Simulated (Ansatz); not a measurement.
Problem. Si3N4 in space group P6_3/m (No. 176; Si on 6h, N on 6h, N on 2c) is relaxed with the program Ansatz at the r²SCAN level (PAW). What lattice parameters of the conventional cell result?

Solution. a = 7.606 Å, c = 2.906 Å.

Problem. Give the free coordinates with the occupied sites.

Solution. In one choice of origin and axes:

```json
[
 {"atom": "Si", "site": "6h", "symmetry": "m..", "x": "0.2307", "y": "0.4060", "z": "0.2500"},
 {"atom": "N", "site": "6h", "symmetry": "m..", "x": "0.3303", "y": "0.0313", "z": "0.2500"},
 {"atom": "N", "site": "2c", "symmetry": "-6..", "x": "0.3333", "y": "0.6667", "z": "0.2500"}
]
```

Problem. Is it a metal or does it have a gap at this level?

Solution. A gap of 4.99 eV, indirect.

Symmetry was held in the r²SCAN relaxation.

Potentials: the later of the program's two PAW sets.
